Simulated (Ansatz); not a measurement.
Data sheet: LaAs (DFT)

LaAs (rock salt, space group No. 225), a = 6.064 Å, b = 6.064 Å, c = 6.064 Å, α = 90.00°, β = 90.00°, γ = 90.00°; the cell used has 2 atoms.

Space group Fm-3m (No. 225), rock salt; conventional cell a = b = c = 6.064 Å, α = β = γ = 90.00°.

Method: LDA in the plane-wave PAW code Ansatz. The cell and atoms are relaxed at this level. Other levels are named where they apply.

**Cell and energy**

```json
{
 "volume_per_atom": "27.87 Å³",
 "density": "6.37 g/cm³",
 "Formation energy from the elements (no fitted shifts)": "-148 kJ/mol of atoms"
}
```

**Electronic structure**

```json
{
  "electronic_character": "metallic (no gap)",
  "Density of states at the Fermi level": "0.07 states/eV per atom (mean over ±0.08 eV)"
}
```

**Mechanics**

```json
{
  "Bulk modulus (Birch–Murnaghan fit)": "75.1 GPa",
  "Pressure derivative B′": "4.0",
  "Elastic constants (relaxed ions, GPa)": "C11 = 179, C12 = 23.2, C44 = 28.7",
  "mechanical_stability": "stable (all eigenvalues of C positive)",
  "hill_bulk_and_shear_moduli": "75.2 and 43.4 GPa",
  "Young's modulus": "109 GPa",
  "Poisson's ratio": "0.26",
  "debye_temperature_from_the_elastic_constants": "285 K"
}
```

**Phonons**

```json
{
 "highest_zone_centre_frequency": "16.6 meV",
 "zone_centre_stability": "no imaginary mode at Γ"
}
```

The first step of the workflow began from a Materials Project structure, measured or hypothetical; the Crystallography Open Database files this formula in space group No. 225, but the cells were not matched. Its standing as an ambient phase is unchecked. The cell was relaxed with LDA under the symmetry of its start. As this level gives no gap, shear constants depend on the k-mesh and smearing (Fermi–Dirac, 0.1 eV here). As this level gives no gap, phonon frequencies hold no LO–TO term and depend on the k-mesh and smearing (Fermi–Dirac, 0.1 eV here). The references are the lowest solids computed at this level, not always the standard phases. Spin–orbit coupling is left out wherever it is not named.

Potentials: the later of the program's two PAW sets.
